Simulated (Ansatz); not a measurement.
GaCl3:
```yaml
crystal:
  lattice:
    - [-6.52571, 0.00000, 0.00000]
    - [-3.26167, -1.96435, -5.55290]
    - [-3.26244, -5.80279, 0.00000]
  atoms:
    - { symbol: Ga, position: [0.33713, 0.09190, 0.23360] }
    - { symbol: Ga, position: [0.66287, 0.90810, 0.76640] }
    - { symbol: Cl, position: [0.74662, 0.99987, 0.00021] }
    - { symbol: Cl, position: [0.25338, 0.00013, 0.99979] }
    - { symbol: Cl, position: [0.70228, 0.17871, 0.41712] }
    - { symbol: Cl, position: [0.29772, 0.82129, 0.58288] }
    - { symbol: Cl, position: [0.82475, 0.54021, 0.81002] }
    - { symbol: Cl, position: [0.17525, 0.45979, 0.18998] }
```

This is the LDA-relaxed structure. Cartesian axes are those of the cell as given.

Question: All from LDA (plane waves, PAW; program Ansatz), unless another level is named. Give the Born charges (a third of the trace).

Answer: Ga +2.49, Cl -0.88 to -0.76 e.

Question: What about the electronic dielectric constant ε∞ (DFPT)?

Answer: 2.95 (xx), 3.26 (yy), 3.09 (zz).

Question: Give the static dielectric constant ε0 (ions relaxed, cell fixed).

Answer: 5.37 (xx), 5.67 (yy), 3.82 (zz).

Space group C2/m. The first step of the workflow began from a Materials Project structure, measured or hypothetical; the Crystallography Open Database files this formula in space group No. 12, but the cells were not matched. Its standing as an ambient phase is unchecked. Symmetry was held in the LDA relaxation; whether a distortion lowers the energy is not shown. A crystal of weakly bound molecules computed without a dispersion correction: the cell and the soft elastic constants depend strongly on that. Spin–orbit coupling is left out wherever it is not named.

Potentials: the earlier of the program's two PAW sets. The files were generated under PBE; for other functionals the program regenerates the frozen cores, and for LDA and PBEsol the local potential too.
